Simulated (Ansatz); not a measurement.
Data:

Mo:
Space group Im-3m (No. 229); a = b = c = 3.1605 Å, α = β = γ = 90.00°

```tsv
atom	site	symmetry	x	y	z
Mo	2a	m-3m	0.0000	0.0000	0.0000
```
(The calculation used a cell of 1 atom; values per cell refer to that cell.)

This is the PBE-relaxed structure.

**Question.** All from PBE (plane waves, PAW; program Ansatz), unless another level is named. Predict the density of states at the Fermi level.

**Answer.** 0.61 states/eV per atom (mean over ±0.08 eV).

**Question.** Predict the gap with spin–orbit coupling.

**Answer.** none (metallic).

The PBE relaxation kept the symmetry of its start. The run is not spin-polarised. Scalar-relativistic: spin–orbit coupling is off unless named, which matters more the heavier the elements.

Potentials: the earlier of the program's two PAW sets.
